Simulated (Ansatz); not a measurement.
From a trial cell to the properties of Na (bcc)

**The experiment.** The Crystallography Open Database holds a measured cell of cubic Na (space group Im-3m) at 293 K (1963): a = 4.291 Å, 39.49 Å³/atom.

Method: HSE06, scalar-relativistic; no spin polarisation; PAW, 420 eV, Γ-centred 8×8×8 mesh, 0.05 eV Gaussian smearing; code Ansatz; PAW files: Ansatz's generated set soft_2.

The start, 4 % under the database's volume:

```yaml
crystal:
  lattice:
    - [-2.11500, 2.11500, 2.11500]
    - [2.11500, -2.11500, 2.11500]
    - [2.11500, 2.11500, -2.11500]
  atoms:
    - { symbol: Na, position: [0.00000, 0.00000, 0.00000] }
```

The steps in volume:

| run | level | k-mesh | kind | V (Å³/atom) | P (GPa) | E − E(final) (meV/atom) | gap on the mesh (eV) |
| --- | --- | --- | --- | --- | --- | --- | --- |
| 1 | PBE | 6×6×6 | fixed cell | 37.84 | -0.1 | – | metal |
| 2 | PBE | 6×6×6 | fixed cell | 37.69 | 0.0 | – | metal |
| 3 | HSE06 | 8×8×8 | fixed cell | 37.69 | 0.0 | 0.0 | metal |

The volume is at zero pressure for this level.

The final structure (symmetry read at 0.01 Å). Symmetry: Im-3m, No. 229, cubic system. The conventional cell has a = 4.224 Å, b = 4.224 Å, c = 4.224 Å, α = 90.00°, β = 90.00°, γ = 90.00°. Around Na (site symmetry m-3m) lie 8 Na at 3.66 Å. (Neighbours are counted to 15 % beyond the shortest distance.)

```csv
atom,site,symmetry,x,y,z
Na,2a,m-3m,0.0000,0.0000,0.0000
```

At the final geometry the gap, band path included, is zero (metallic). 

**Why it comes out so.**

With 9 valence electrons in the calculation's cell and no magnetic order, the bands, two electrons each, can't all be full or empty: band theory demands a metal.

**Against experiment.** HSE06 gives 4.224 Å and 37.69 Å³/atom, −4.6 % in volume (−1.5 % in length) from the database's cell. The static lattice lacks zero-point motion and thermal expansion; that covers some of the miss, perhaps all.

Pressures of hybrids are less tightly converged. For a metal under a hybrid functional this mesh is coarse.
